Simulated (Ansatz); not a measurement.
The relaxed structure here is a generated cell of SnO: the first start was made by placing the elements on the sites of a structure type, and the end was not matched to a known phase here, so it may be hypothetical. Known forms of SnO include space group No. 129.

A relaxed structure of SnO. Space group P4₂/mmc (No. 131). The numbers are results of PBEsol (plane waves to 420 eV, PAW, scalar-relativistic; Ansatz, an electronic-structure program), not measurements.

```xyz
4
Lattice="3.1999 0.0000 0.0000 0.0000 3.1999 0.0000 0.0000 0.0000 6.2763" Properties=species:S:1:pos:R:3 pbc="T T T"
Sn     0.0000     1.6000     0.0000
Sn     1.6000     0.0000     3.1381
O      1.6000     1.6000     1.5691
O      1.6000     1.6000     4.7072
```

```json
{
 "volume_per_atom": "16.07 Å³",
 "density": "6.96 g/cm³",
 "band_gap": "no gap (metallic)",
 "shortest_distances": "O–Sn 2.24 Å; O–O 3.14 Å; Sn–Sn 3.20 Å",
 "k-mesh": "10×10×6"
}
```

Band energies at high-symmetry points (eV from the Fermi level; labels of this space group; no spin-orbit coupling), from −5 eV up to 2.7 eV:

| point | energies |
|---|---|
| Γ | -4.65 -4.07 -4.07 -3.00 -3.00 0.36 0.93 |
| X | -3.89 -3.65 -2.98 -2.89 -1.64 0.51 |
| M | -3.21 -2.01 0.24 0.76 0.76 |
| Z | -3.80 -3.80 -3.34 -3.34 -2.26 -2.26 |
| R | -3.61 -2.94 -0.92 -0.78 0.39 2.26 |
| A | -1.13 -1.13 1.14 1.14 |

No spin polarisation in the result.

The run could not lose the symmetry of its start: the end is stationary, and may be a saddle point rather than a minimum.
